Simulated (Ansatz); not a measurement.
All numbers below come from DFT PBEsol, scalar-relativistic, plane waves, PAW (Ansatz 0.2.0).

Structure of I:

```yaml
crystal:
  lattice:
    - [3.75750, -2.19241, 0.00000]
    - [3.75750, 2.19241, 0.00000]
    - [0.00000, 0.00000, 9.63897]
  atoms:
    - { symbol: I, position: [0.82686, 0.17314, 0.87724] }
    - { symbol: I, position: [0.32686, 0.67314, 0.62276] }
    - { symbol: I, position: [0.17314, 0.82686, 0.12276] }
    - { symbol: I, position: [0.67314, 0.32686, 0.37724] }
```

Plane waves to 420 eV, a k mesh through Γ of 8×8×4 on the computed 4-atom cell and Gaussian smearing (0.02 eV); no spin polarisation.

Levels along Γ–Y–F0 | Δ0–Γ–Z–B0 | G0–T–Y | Γ–S–R–Z–T, in eV from a zero inside the gap, sorted by energy at each point. Points in fractions of the primitive reciprocal vectors: Γ (0.000 0.000 0.000), Y (0.500 0.500 0.000), F0 (0.335 0.665 0.000), Δ0 (-0.335 0.335 0.000), Z (0.000 0.000 0.500), B0 (-0.335 0.335 0.500), G0 (0.335 0.665 0.500), T (0.500 0.500 0.500), S (0.000 0.500 0.000), R (0.000 0.500 0.500).
```tsv
point	k (1/Å, with 2π)	band 31	band 32	band 33	band 34	band 35	band 36	band 37
Γ	0.000	-1.43	-1.28	-0.94	-0.39	0.68	1.54	4.19
-	0.418	-1.79	-1.73	-1.39	-0.68	0.60	1.41	4.37
Y	0.836	-2.19	-2.05	-1.51	-0.91	0.51	1.27	4.05
-	1.072	-2.75	-1.23	-0.90	-0.87	0.44	1.00	4.69
F0	1.309	-2.38	-1.64	-1.60	-0.90	1.31	1.42	5.85
Δ0	1.309	-2.38	-1.64	-1.60	-0.90	1.31	1.42	5.85
-	1.789	-1.41	-1.36	-1.23	-1.01	1.33	1.54	5.49
Γ	2.269	-1.43	-1.28	-0.94	-0.39	0.68	1.54	4.19
-	2.432	-1.48	-1.23	-0.80	-0.45	0.63	1.26	4.43
Z	2.595	-1.19	-1.19	-0.60	-0.60	0.78	0.78	4.91
-	3.075	-1.11	-1.11	-1.05	-1.05	1.26	1.26	5.78
B0	3.555	-1.47	-1.47	-1.01	-1.01	1.08	1.08	6.05
G0	3.555	-1.47	-1.47	-1.01	-1.01	1.08	1.08	6.05
-	3.792	-1.77	-1.77	-1.64	-1.64	1.08	1.08	5.57
T	4.028	-1.71	-1.71	-1.50	-1.50	0.58	0.58	5.06
-	4.191	-2.38	-1.71	-1.50	-1.14	0.45	1.02	4.32
Y	4.354	-2.19	-2.05	-1.51	-0.91	0.51	1.27	4.05
Γ	4.354	-1.43	-1.28	-0.94	-0.39	0.68	1.54	4.19
-	4.769	-1.27	-1.07	-0.89	-0.85	0.87	1.26	5.18
S	5.183	-2.12	-2.12	-1.33	-1.33	1.81	1.81	4.55
-	5.346	-1.60	-1.60	-1.11	-1.11	1.38	1.38	4.72
R	5.509	-1.49	-1.49	-0.42	-0.42	0.75	0.75	5.02
-	5.924	-1.45	-1.45	-1.03	-1.03	1.38	1.38	5.40
Z	6.339	-1.19	-1.19	-0.60	-0.60	0.78	0.78	4.91
-	6.757	-1.43	-1.43	-1.06	-1.06	0.73	0.73	5.24
T	7.175	-1.71	-1.71	-1.50	-1.50	0.58	0.58	5.06
```

Spin-orbit coupling is left out, which matters for the bands of heavy elements. The cell holds layers, and where no dispersion correction was added their binding is poorly described.

Cost: 1 run of about 2.4 core-minutes, on Arm Neoverse V1 (shared hosts).